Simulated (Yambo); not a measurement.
Si (diamond, space group Fd-3m, No. 227): the exchange self-energy on PBEsol orbitals (Yambo, 4×4×4 mesh) holds the Coulomb divergence, which is integrated with random points (RandQpts).

```json
[
 {"random points": "1,000", "exchange-only gap Γ → X (eV)": "6.26", "shift of the valence edge (eV)": "-1.81", "gap against the reference (meV)": "125"},
 {"random points": "10,000", "exchange-only gap Γ → X (eV)": "6.09", "shift of the valence edge (eV)": "-1.57", "gap against the reference (meV)": "-41"},
 {"random points": "100,000", "exchange-only gap Γ → X (eV)": "6.15", "shift of the valence edge (eV)": "-1.68", "gap against the reference (meV)": "16"},
 {"random points": "1,000,000", "exchange-only gap Γ → X (eV)": "6.14", "shift of the valence edge (eV)": "-1.67", "gap against the reference (meV)": "7"},
 {"random points": "5,000,000", "exchange-only gap Γ → X (eV)": "6.13", "shift of the valence edge (eV)": "-1.65", "gap against the reference (meV)": "reference"}
]
```

From 100,000 points on, the gap stays within 20 meV of the run with most points. The error is statistical; each row is a single draw, so the rows fix no rate of convergence.

Geometry relaxed with PBEsol; primitive cell a = b = c = 3.841 Å, α = β = γ = 60.00°.

A shift is the quasiparticle energy of the state minus its PBEsol energy.
